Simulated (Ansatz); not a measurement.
CsPbCl$_{3}$ (cubic perovskite)

```cif
data_Cl3CsPb
_chemical_formula_sum 'Cs1 Pb1 Cl3'
_space_group_name_H-M_alt 'Pm-3m'
_space_group_IT_number 221
_space_group_name_Hall '-P 4 2 3'
_cell_length_a 5.61876
_cell_length_b 5.61876
_cell_length_c 5.61876
_cell_angle_alpha 90.000
_cell_angle_beta 90.000
_cell_angle_gamma 90.000
loop_
_atom_site_label
_atom_site_type_symbol
_atom_site_symmetry_multiplicity
_atom_site_Wyckoff_symbol
_atom_site_fract_x
_atom_site_fract_y
_atom_site_fract_z
_atom_site_occupancy
Cs1 Cs 1 a 0.00000 0.00000 0.00000 1
Pb1 Pb 1 b 0.50000 0.50000 0.50000 1
Cl1 Cl 3 c 0.00000 0.50000 0.50000 1
```

Grid over V/V₀ and (c/a)/(c/a)₀, subscript 0 meaning the relaxed cell; the conventional c axis lies along z; no internal relaxation.

Computed with PBEsol (plane waves to 420 eV, PAW, scalar-relativistic; Ansatz, a first-principles code). k mesh 6×6×6 (Γ-centred), Fermi-Dirac smearing 0.05 eV. Energies are smeared free energies. CsPbCl3 was relaxed with its symmetry unable to fall. Spin-orbit coupling is left out, though Pb is heavy. The PAW data are Ansatz's earlier set. This is a high-temperature form of CsPbCl3.

Changes of ΔE (kJ/mol of atoms) from the point V/V₀ = 1.000, (c/a)/(c/a)₀ = 1.000 when one coordinate moves alone (two changes are said to add if the coupling is within 5 % of the smaller one, nearly so within 20 %):

```csv
point,change
"V/V₀ = 1.000, (c/a)/(c/a)₀ = 0.960",0.634
"V/V₀ = 1.000, (c/a)/(c/a)₀ = 0.973",0.273
"V/V₀ = 1.000, (c/a)/(c/a)₀ = 0.987",0.066
"V/V₀ = 0.920, (c/a)/(c/a)₀ = 1.000",2.005
"V/V₀ = 0.947, (c/a)/(c/a)₀ = 1.000",0.844
"V/V₀ = 0.973, (c/a)/(c/a)₀ = 1.000",0.200
"V/V₀ = 1.027, (c/a)/(c/a)₀ = 1.000",0.181
"V/V₀ = 1.053, (c/a)/(c/a)₀ = 1.000",0.688
"V/V₀ = 1.080, (c/a)/(c/a)₀ = 1.000",1.477
"V/V₀ = 1.000, (c/a)/(c/a)₀ = 1.013",0.063
"V/V₀ = 1.000, (c/a)/(c/a)₀ = 1.027",0.244
"V/V₀ = 1.000, (c/a)/(c/a)₀ = 1.040",0.535
```

Question: Do the two effects add at V/V₀ = 1.053, (c/a)/(c/a)₀ = 0.960? Give the computed change.

Answer: The sum of the single changes is 0.688 + (0.634) = 1.322; the calculation gives 1.217, so the coupling contributes -0.105 (under 20 % of the smaller single change, nearly additive).

Question: What is the change at V/V₀ = 1.027, (c/a)/(c/a)₀ = 0.973, where both move, and how far is it from the sum?

Answer: The sum of the single changes is 0.181 + (0.273) = 0.454; the calculation gives 0.430, so the coupling contributes -0.024 (under 20 % of the smaller single change, nearly additive).

(A scan under strain: stresses follow from slopes of the energy per volume, elastic moduli from its curvatures.)
